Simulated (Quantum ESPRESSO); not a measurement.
```
BaTiO3
1.0
    2.84826     1.64444     2.33556
   -2.84826     1.64444     2.33556
    0.00000    -3.28888     2.33556
O Ti Ba
3 1 1
Direct
  0.48895   0.97972   0.48895
  0.48895   0.48895   0.97972
  0.97972   0.48895   0.48895
  0.51333   0.51333   0.51333
  0.00014   0.00014   0.00014
```

The geometry is that of Materials Project entry mp-5020, symmetrised and not relaxed again.

Q: What does PBEsol (pw.x of Quantum ESPRESSO, ONCV potentials, with spin-orbit coupling) give for the electronic structure near the Fermi level?

A: The PBEsol gap is indirect, 2.36 eV, from B1 to Γ; the smallest direct gap is 2.71 eV.
